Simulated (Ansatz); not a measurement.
NaHF2, DFT, LDA, all-electron PAW with datasets made for the crystal, scalar-relativistic (Ansatz 0.2.0), run on 1 thread of Intel(R) Xeon(R) 6975P-C (Granite Rapids) on a shared host.

The cell comes from COD entry 1010284, which wasn't checked; take it as a given geometry. It is an old determination, and later ones may differ. The listed cell was then made from it by scaling, straining or moving an atom.

Command: `ansatz run input.yaml --threads 1 --pin off --max-ram 4096MiB --backend cpu --events-out ev --progress --plain --runs-dir out`

```yaml
crystal:
  lattice:
    - [1.6938763128, 0.9779599452, 4.6388706988]
    - [-1.6938763128, 0.9779599452, 4.6388706988]
    - [0.0, -1.9559198903, 4.6388706988]
  atoms:
    - { symbol: Na, position: [0.0, 0.0, 0.0] }
    - { symbol: H, position: [0.5, 0.5, 0.5] }
    - { symbol: F, position: [0.41, 0.41, 0.41] }
    - { symbol: F, position: [0.59, 0.59, 0.59] }
kpoints:
  mp_grid: { grid: [10, 10, 10] }
scf:
  occupations: { method: fermi_dirac, width: 0.02 }
hamiltonian:
  xc: lda
  pseudopotentials: { kind: all_electron, datasets: crystal }
output:
  forces: true
  stress: true
  eigenvalues: true
  efg: { contact_densities: true }
```

Question: How large is the problem that the program sets up?

Answer: 116 irreducible k-points, 1681 plane waves at Γ, 16 bands.

Question: Estimate the wall time and the peak memory.

Answer: 19 s of wall time for 8 SCF iterations, with a peak of 1.1 GiB. Times on shared machines scatter by tens of per cent.
